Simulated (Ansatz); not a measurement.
Relaxed-ion elastic tensor of TaCuN$_{2}$ in space group R-3m (No. 166; Ta on 3b, Cu on 3a, N on 6c) in GPa (Voigt order), plane-wave PAW PBEsol (Ansatz code); density 9.28 g/cm³, 12.20 Å³ per atom.

```
 377  97.9   138   0.9   0.0   0.0
97.9   377   138  -0.9   0.0   0.0
 138   138   522   0.0   0.0   0.0
 0.9  -0.9   0.0  13.7   0.0   0.0
 0.0   0.0   0.0   0.0  13.7   0.9
 0.0   0.0   0.0   0.0   0.9   140
```

### Question
Is the crystal mechanically stable?

### Answer
Yes: the smallest eigenvalue of C is 13.7 GPa.

### Question
Work out the Voigt and Reuss bounds. Is their mean of use?

### Answer
K_V = 225, K_R = 217; G_V = 93.5, G_R = 29.9 GPa. The bounds lie so far apart that a Hill average or a Debye temperature from it would say little.

The first step of the workflow began from a Materials Project structure, measured or hypothetical; the Crystallography Open Database files this formula in space group No. 166, but the cells were not matched. Whether it is the stable phase at ambient conditions was not checked. Symmetry was held in the PBEsol relaxation; whether a distortion lowers the energy is not shown. The run is not spin-polarised. Scalar-relativistic: spin–orbit coupling is off unless named, which matters more the heavier the elements.

Potentials: the later of the program's two PAW sets.
